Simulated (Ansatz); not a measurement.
A plane-wave DFT run in Ansatz 0.2.0 (scalar-relativistic PAW potentials unless the input names others): input and command.

```yaml
crystal:
  lattice:
    - [2.8941129443, 0.0, 0.0]
    - [0.0006761956, 5.0920243077, 0.0]
    - [-0.01167394, -0.0003827736, 2.8940893744]
  atoms:
    - { symbol: Cu, position: [0.0, 0.0, 0.5] }
    - { symbol: Cu, position: [0.5, 0.5, 0.0] }
    - { symbol: O, position: [0.499960123, 0.25, 0.499960123] }
    - { symbol: O, position: [0.500039877, 0.75, 0.500039877] }
basis:
  ecutwfc: 420
kpoints:
  mp_grid: { grid: [0, 7, 12] }
hamiltonian:
  xc: pbesol
scf:
  occupations: { method: gaussian, width: 0.1 }
  max_iter: 75
output:
  forces: true
  eigenvalues: true
  stress: true
```

```bash
ansatz run input.yaml --threads 2 --pin off --max-ram 5120MiB --backend cpu --events-out ev --progress --plain --runs-dir out
```

Question: What is wrong with this input?

Answer: The program refuses it, because of a mesh with a zero (kpoints.mp_grid.grid: [12, 7, 12] → [0, 7, 12]). With the sound run's settings it is accepted.

Abridged log:
```
Error: invalid value for `kpoints.mp_grid.grid`: each dimension must be in 1..=255
```